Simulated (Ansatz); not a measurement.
SnRu3C:
```yaml
crystal:
  lattice:
    - [4.04694, 0.00000, 0.00000]
    - [0.00000, 4.04694, 0.00000]
    - [0.00000, 0.00000, 4.04694]
  atoms:
    - { symbol: Sn, position: [0.00000, 0.00000, 0.00000] }
    - { symbol: Ru, position: [0.00000, 0.50000, 0.50000] }
    - { symbol: Ru, position: [0.50000, 0.00000, 0.50000] }
    - { symbol: Ru, position: [0.50000, 0.50000, 0.00000] }
    - { symbol: C, position: [0.50000, 0.50000, 0.50000] }
```

Relaxed with PBEsol. Special points in fractions of this cell's reciprocal vectors: Γ (0.000, 0.000, 0.000); X (0.000, 0.500, 0.000); M (0.500, 0.500, 0.000); R (0.500, 0.500, 0.500).

**Question.** List the band energies nearest the Fermi level at these points for DFT-PBEsol with spin–orbit coupling in the program Ansatz with PAW potentials.

**Answer.** In eV from the Fermi level; about four levels below and three above (degenerate sets whole), none deeper than 8.9 eV; points with the same levels are listed once.

```tsv
k	below	above
Γ	-0.81 -0.81 -0.81 -0.81	0.69 0.69 1.04 1.04
X	-1.02 -1.02 -0.32 -0.32	1.14 1.14 1.35 1.35
M	-0.43 -0.43 -0.15 -0.15	1.54 1.54 1.69 1.69
R	-0.46 -0.46 -0.46 -0.46	0.79 0.79 0.92 0.92 0.92 0.92
```

Space group Pm-3m (anti-perovskite). The start of the workflow was typed in or built on a structure type; neither database checked (COD, Materials Project) lists it. Whether it is the stable phase at ambient conditions was not checked. The cell was relaxed with PBEsol under the symmetry of its start; its stability against distortions is not shown here. No spin polarisation was allowed.

Potentials: the later of the program's two PAW sets.
